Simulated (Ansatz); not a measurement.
CdTe:
```xyz
2
Lattice="0.0000 3.2820 3.2820 3.2820 0.0000 3.2820 3.2820 3.2820 0.0000" Properties=species:S:1:pos:R:3 pbc="T T T"
Cd     0.0000     0.0000     0.0000
Te     4.9231     4.9231     4.9231
```

Relaxed with HSE06.

### Question
Give the Bader charges and basin volumes of the independent atoms, DFT-HSE06 in the program Ansatz with PAW potentials.

### Answer


```json
[
 {"atom": "Cd1", "Bader charge (e)": "+0.63", "Bader volume (Å³)": "24.8"},
 {"atom": "Te2", "Bader charge (e)": "-0.63", "Bader volume (Å³)": "45.8"}
]
```

Space group F-43m (zinc blende). Symmetry was held in the HSE06 relaxation. Scalar-relativistic: spin–orbit coupling is off unless named, which matters more the heavier the elements.

Potentials: the earlier of the program's two PAW sets. The files were generated under PBE; for other functionals the program regenerates the frozen cores, and for LDA and PBEsol the local potential too.
